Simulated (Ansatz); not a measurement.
A geometry of Cs₂AgBiBr₆ away from equilibrium: step 10 of the relaxation of a relaxed Cs2AgBiBr6 cell shaken by Gaussian noise of σ = 0.08 Å a coordinate. Calculation: PBEsol (plane waves to 420 eV, PAW, scalar-relativistic; Ansatz, an electronic-structure program). Γ-centred k-mesh 4×4×3 on the run's cell (coarser than for final values), Fermi–Dirac smearing 0.05 eV. The plane waves were selected for a different cell earlier on the path.

```
Cs2AgBiBr6
1.0
   -4.69482     6.73107     4.11750
    4.53644    -6.73592     3.94182
    4.80392     6.81273    -4.12548
Ag Bi Br Cs
1 1 6 2
Direct
  0.36383   0.87962   0.51585
  0.71946   0.28824   0.56633
  0.45631   0.93977   0.21925
  0.65141   0.22873   0.84870
  0.69125   0.90917   0.46832
  0.38037   0.23175   0.58601
  0.04266   0.50085   0.42525
  0.92682   0.76554   0.84357
  0.56154   0.77752   0.80946
  0.96641   0.76806   0.21756
```

**Question.** What forces act on the atoms (eV/Å)?

**Answer.** 
| atom | Fx | Fy | Fz |
|---|---|---|---|
| Ag1 | -0.05 | 0.06 | -0.02 |
| Bi2 | 0.27 | 0.04 | 0.34 |
| Br3 | -0.01 | -0.17 | 0.06 |
| Br4 | 0.10 | -0.07 | -0.04 |
| Br5 | 0.00 | 0.13 | 0.03 |
| Br6 | 0.08 | 0.00 | -0.10 |
| Br7 | -0.10 | -0.02 | -0.14 |
| Br8 | -0.36 | 0.01 | -0.15 |
| Cs9 | 0.05 | 0.01 | 0.02 |
| Cs10 | 0.02 | 0.01 | 0.01 |

The path ends in P-1 (No. 2) at a tolerance of 0.01 Å, P-3m1 (No. 164) at 0.1 Å. No spin polarisation in the result.

The end of the path is a generated cell of Cs2AgBiBr6: the first start was made by a random draw of sites in a space group, and the end was not matched to a known phase here, so it may be hypothetical. Known forms of Cs2AgBiBr6 include space group No. 225.
